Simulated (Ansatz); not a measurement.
Relaxed Ni (fcc, Cu type):

```xyz
4
Lattice="3.4782 0.0000 0.0000 0.0000 3.4782 0.0000 0.0000 0.0000 3.4782" Properties=species:S:1:pos:R:3 pbc="T T T"
Ni     0.0000     0.0000     0.0000
Ni     1.7391     1.7391     0.0000
Ni     1.7391     0.0000     1.7391
Ni     0.0000     1.7391     1.7391
```

In each cell atom 4 (Ni, nearest neighbour Ni at 2.459 Å; its periodic images, 3.5 Å or more away, move with it) moves by s·(-0.707, -0.707, 0.000) (towards the nearest neighbour), the rest being held.

Computed with r2SCAN (plane waves to 500 eV, PAW, scalar-relativistic; Ansatz, a program for electronic structure). k mesh 11×11×11 (Γ-centred), Fermi-Dirac smearing 0.05 eV. Energies are smeared free energies. With partly filled bands, energies and forces of such displacements shift with the k mesh and the smearing. On this mesh the relaxed cell isn't quite at rest: it carries a pressure of 0.1 GPa (compression positive) at the zero of the scan. Ni was relaxed with its symmetry unable to fall. Relaxed Ni ends ferromagnetic. The magnetic order is the one the run started from; other orders were not tried. The zero of ΔE is the undisplaced structure. The last digit holds for this mesh only.

```json
[
 {"s (Å)": "-0.490", "ΔE (meV/cell)": "1434.4"},
 {"s (Å)": "-0.392", "ΔE (meV/cell)": "withheld"},
 {"s (Å)": "-0.294", "ΔE (meV/cell)": "465.2"},
 {"s (Å)": "-0.196", "ΔE (meV/cell)": "201.0"},
 {"s (Å)": "-0.098", "ΔE (meV/cell)": "49.5"},
 {"s (Å)": "0.000", "ΔE (meV/cell)": "0.0"},
 {"s (Å)": "0.098", "ΔE (meV/cell)": "49.5"},
 {"s (Å)": "0.196", "ΔE (meV/cell)": "201.0"},
 {"s (Å)": "0.294", "ΔE (meV/cell)": "465.2"},
 {"s (Å)": "0.392", "ΔE (meV/cell)": "withheld"},
 {"s (Å)": "0.490", "ΔE (meV/cell)": "1434.4"}
]
```

Fit an even polynomial form (powers 2, 4, 6) to the given rows and predict ΔE at s = -0.392.

Least squares on the 9 given rows: ΔE = (5125)·s² + (2653)·s⁴ + (3678)·s⁶, in meV/cell with s in Å; root-mean-square residual 0.03 meV/cell. At -0.392 the fit gives 863.5 meV/cell; the calculation gives 865.0 meV/cell, so the interpolation is off by -1.5 (-0.2 %). The quadratic term alone would give 787.5 meV/cell.

(For displaced atoms, the force is minus the slope of the energy, and its curvature is a force constant, which sets phonon frequencies.)
